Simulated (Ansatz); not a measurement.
**Question.** Each is relaxed and computed with plane-wave PAW r²SCAN (Ansatz code). Which is the only metal?
A) SiO2, I-42d (Si on 4a, O on 8d)
B) SiC, P-6m2 (Si on 1a, C on 1f)
C) SiGeC2, P-4m2 (Ge on 1c, Si on 1a, C on 2g)
D) MgAl2C2, P-3m1 (Mg on 1a, Al on 2d, C on 2d)

**Answer.** B, SiC, P-6m2 (Si on 1a, C on 1f). SiC: metal; SiGeC2: gap 1.80 eV (indirect); MgAl2C2: gap 2.12 eV (indirect); SiO2: gap 6.56 eV (direct). Constructed cells (a structure type filled with these elements, in neither database checked): SiC, P-6m2 (Si on 1a, C on 1f). Typed or built starts, not in the databases checked: SiGeC2, P-4m2 (Ge on 1c, Si on 1a, C on 2g). Not the usual ambient phase: SiC, P-6m2 (Si on 1a, C on 1f); SiO2, I-42d (Si on 4a, O on 8d). Standing as an ambient phase not checked: MgAl2C2, P-3m1 (Mg on 1a, Al on 2d, C on 2d). Unstable at this level: SiC, P-6m2 (Si on 1a, C on 1f). All cells were relaxed under the symmetry of their starts (and spin orders); stability against distortions was not tested throughout. Spin–orbit coupling is left out wherever it is not named.

Potentials: the later of the program's two PAW sets.
